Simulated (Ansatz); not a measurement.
### Question
MoS2 in space group R3m (No. 160; Mo on 3a, S on 3a, S on 3a) is relaxed with r²SCAN (plane waves, PAW; program Ansatz). What lattice parameters of the conventional cell result?

### Answer
a = 3.185 Å, c = 19.494 Å.

### Question
Give the free coordinates with the occupied sites.

### Answer
In one choice of origin and axes:

```csv
atom,site,symmetry,x,y,z
Mo,3a,3m,0.0000,0.0000,0.9998
S,3a,3m,0.0000,0.0000,0.4128
S,3a,3m,0.0000,0.0000,0.2535
```

### Question
Is it a metal or does it have a gap at this level?

### Answer
A gap of 1.15 eV, indirect.

The cell was relaxed with r²SCAN under the symmetry of its start. No spin polarisation was allowed. A crystal of weakly bound layers computed without a dispersion correction: the cell and the soft elastic constants depend strongly on that. Scalar-relativistic: spin–orbit coupling is off unless named, which matters more the heavier the elements.

Potentials: the later of the program's two PAW sets.
